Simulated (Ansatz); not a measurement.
This Sn4As structure is the end of a relaxation. The cell was found from a structure generator's guess, not taken from experiment.

These are results of Ansatz 0.2.0, DFT PBE, scalar-relativistic, plane waves, PAW, not measurements. Cutoff 420 eV, Γ-centred mesh, Gaussian smearing, no spin polarisation.

```
CELL_PARAMETERS angstrom
-3.49488 3.49488 3.08690
3.49488 -3.49488 3.08690
3.49488 3.49488 -3.08690
ATOMIC_POSITIONS crystal
Sn 0.06322 0.49422 0.00000
Sn 0.49422 0.06322 0.00000
Sn 0.49422 0.49422 0.43100
Sn 0.06322 0.06322 0.56900
As 0.88489 0.88489 0.00000
```

Energies over the elements count from the elements' standard structures at the same level, with no fitted energy shifts. The references include grey tin.

Q: Find its symmetry and describe it.

A: I4mm (No. 107). Conventional cell: a = 6.990 Å, c = 6.174 Å. Sn is surrounded by 1 As at 2.89 Å, 4 Sn at 3.01–3.16 Å and 1 As at 3.23 Å; As is surrounded by 4 Sn at 2.89 Å and 4 Sn at 3.23 Å.

Q: How far does it lie from the elements in energy?

A: +0.16 eV/atom. The separate elements lie lower, so it is unstable against them.

Q: Is it a metal?

A: Yes, bands cross the Fermi level on the 8×8×8 mesh.

The last run used an 8×8×8 mesh for its 5-atom cell and Gaussian smearing of 0.10 eV. The cell is a metal run without spin; a magnetic state may lie lower. The reference form of As is held partly by dispersion forces, which this level lacks. This cell was reached by moving the atoms of another relaxed cell at random and relaxing again, last within the group found; it had no such test of its own. Another cell of Sn4As relaxed alike, in P4/mmm, lies 20 meV/atom lower, so this cell isn't the stable form at this level.
